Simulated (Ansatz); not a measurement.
Input:

BaTiO$_{3}$:
```yaml
crystal:
  lattice:
    - [0.00000, 2.85586, -2.87728]
    - [0.00000, 2.85586, 2.87728]
    - [3.94014, 0.00000, 0.00000]
  atoms:
    - { symbol: Ba, position: [0.99338, 0.00662, 0.00000] }
    - { symbol: Ti, position: [0.47692, 0.52308, 0.50000] }
    - { symbol: O, position: [0.50938, 0.97387, 0.50000] }
    - { symbol: O, position: [0.02613, 0.49062, 0.50000] }
    - { symbol: O, position: [0.51431, 0.48569, 0.00000] }
```

This is the HSE06-relaxed structure. x, y and z are the axes in which the lattice vectors are written.

Problem. All from HSE06 in the plane-wave PAW code Ansatz, unless another level is named. Predict the smallest direct gap on the standard path.

Solution. 4.39 eV.

Problem. Next, the band gap?

Solution. 3.90 eV (indirect).

Problem. Predict the gap with spin–orbit coupling.

Solution. 3.89 eV (at the special points and the edges found without it).

Problem. Next, the conduction-band minimum?

Solution. at Γ.

Problem. Give the valence-band maximum.

Solution. at T (k = -0.500, 0.500, 0.500 in fractions of the reciprocal vectors).

Space group Amm2. This is a known low-temperature phase of the composition, computed here at zero pressure and temperature. The cell was relaxed with HSE06 under the symmetry of its start; whether a distortion lowers the energy is not shown. No spin polarisation was allowed. The hybrid was solved on a coarse mesh, the path and, where they were found, the r²SCAN edge points; its band edges are the extreme levels among these. Scalar-relativistic: spin–orbit coupling is off unless named, which matters more the heavier the elements.

Potentials: the earlier of the program's two PAW sets. The files were generated under PBE; for other functionals the program regenerates the frozen cores, and for LDA and PBEsol the local potential too.
